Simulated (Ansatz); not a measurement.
TaAlB in space group Cmcm (No. 63; Al on 4c, B on 4c, Ta on 4c) under volume change, plane-wave PAW PBEsol (Ansatz code), shape and atoms relaxed at each volume.

| V (Å³/atom) | E − E(relaxed) (meV/atom) | P (GPa) |
|---|---|---|
| 11.250 | 74.1 | 23.19 |
| 11.621 | 31.1 | 14.20 |
| 11.992 | 7.4 | 6.54 |
| 12.363 | 0.0 | 0.01 |
| 12.734 | [?] | [?] |
| 13.105 | 24.8 | -10.13 |
| 13.476 | [?] | [?] |

Q: Some entries are withheld; supply them.

A: 
- 12.734, E − E(relaxed) (meV/atom): 6.6
- 12.734, P (GPa): -5.51
- 13.476, E − E(relaxed) (meV/atom): 52.8
- 13.476, P (GPa): -13.91

Q: What does a third-order Birch–Murnaghan fit give for V₀, B₀ and B′?

A: V₀ = 12.36 Å³/atom, B₀ = 198 GPa, B′ = 4.6.

The start of the workflow was typed in or built on a structure type; neither database checked (COD, Materials Project) lists it. Its standing as an ambient phase is unchecked. The PBEsol relaxation kept the symmetry of its start; its stability against distortions is not shown here. The run is not spin-polarised. Spin–orbit coupling is left out wherever it is not named.

Potentials: the earlier of the program's two PAW sets. The files were generated under PBE; for other functionals the program regenerates the frozen cores, and for LDA and PBEsol the local potential too.
